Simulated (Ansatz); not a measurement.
MgF₂:
```
CELL_PARAMETERS angstrom
      4.69803     0.00000     0.00000
      0.00000     4.69803     0.00000
      0.00000     0.00000     3.09267
ATOMIC_POSITIONS crystal
  Mg 0.00000 0.00000 0.00000
  Mg 0.50000 0.50000 0.50000
  F  0.30357 0.30357 0.00000
  F  0.19643 0.80357 0.50000
  F  0.69643 0.69643 0.00000
  F  0.80357 0.19643 0.50000
```

Relaxed with PBE.

Give the Bader charges and basin volumes of the independent atoms, PBE (plane waves, PAW; program Ansatz).



```tsv
atom	Bader charge (e)	Bader volume (Å³)
Mg1	+1.78	4.7
F3	-0.89	14.7
```

Space group P4_2/mnm (rutile). The cell was relaxed with PBE under the symmetry of its start.

Potentials: the later of the program's two PAW sets.
